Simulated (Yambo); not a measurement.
Mg2ZnO3 (space group P-3m1, No. 164), G0W0@LDA in Yambo (6×6×2 mesh, plasmon pole; 8 Ry block, no terminator). The number N of bands in W and G is varied.

```csv
N,x = 1/N,gap A → Γ (eV),shift of the valence edge (eV)
57,0.01754,5.121,-0.568
77,0.01299,4.975,-0.666
100,0.01000,4.895,-0.743
125,0.00800,?,?
```

### Question
Basis-set arguments suggest E = E∞ + A x. Fix A and E∞ from the two rows above the withheld one, predict the row at 125 bands, and test the form.

### Answer
Gap: A = (4.895 − (4.975))/(0.01000 − 0.01299) = 26.8, E∞ = 4.627 eV, so 4.841 eV is predicted; the run gave 4.878 eV (miss 37 meV). The first two rows have slope 32.1, so the form doesn't hold yet over the whole range. Shift: A = (-0.743 − (-0.666))/(0.01000 − 0.01299) = 25.8, E∞ = -1.001 eV, so -0.795 eV is predicted; the run gave -0.832 eV (miss 37 meV). The first two rows have slope 21.5, so the form doesn't hold yet over the whole range. The other settings are held fixed.

Geometry of the Materials Project entry, not relaxed at this level; primitive cell a = b = 3.033 Å, c = 7.403 Å, α = β = 90.00°, γ = 120.00°.

The structure is a Materials Project entry; no match was found in the copy of COD used, and its stability was not checked.

A shift is the quasiparticle energy of the state minus its LDA energy.
